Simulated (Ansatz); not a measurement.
TiC:
```yaml
crystal:
  lattice:
    - [3.61486, 0.00000, 0.00000]
    - [-1.80743, 3.13056, 0.00000]
    - [0.00000, 0.00000, 4.28656]
  atoms:
    - { symbol: Ti, position: [0.33333, 0.66667, 0.25000] }
    - { symbol: Ti, position: [0.66667, 0.33333, 0.75000] }
    - { symbol: C, position: [0.33333, 0.66667, 0.75000] }
    - { symbol: C, position: [0.66667, 0.33333, 0.25000] }
```

Relaxed with PBE. Special points in fractions of this cell's reciprocal vectors: Γ (0.000, 0.000, 0.000); M (0.500, 0.000, 0.000); K (0.333, 0.333, 0.000); A (0.000, 0.000, 0.500); L (0.500, 0.000, 0.500); H (0.333, 0.333, 0.500).

### Question
List the band energies nearest the Fermi level at these points for PBE in the plane-wave PAW code Ansatz.

### Answer
In eV from the Fermi level; about four levels below and three above (degenerate sets whole), none deeper than 8.9 eV; points with the same levels are listed once.

```tsv
k	below	above
Γ	-2.59 -2.59 -2.48 -2.48 -2.43	0.76 0.76 1.81
M	-1.81 -1.65 -1.50 -0.13	0.04 1.33 2.57
K	-1.83 -1.83 -1.67 -1.67 -0.81	0.30 0.56 2.18
A	-2.95 -2.95 -2.95 -2.95 -2.91 -2.91	2.69 2.69 2.69 2.69
L	-2.23 -2.23 -1.73 -1.73	1.89 1.89 2.27 2.27
H	-2.54 -2.54 -1.67 -1.67	0.93 0.93 3.30 3.30
```

Space group P6_3/mmc. The start of the workflow was typed in or built on a structure type; neither database checked (COD, Materials Project) lists it. It is not the phase usual at ambient conditions (space group No. 225). The cell was relaxed with PBE under the symmetry of its start; whether a distortion lowers the energy is not shown. No spin polarisation was allowed. The volume moved by -15 % from the start of the relaxation.

Potentials: the later of the program's two PAW sets.
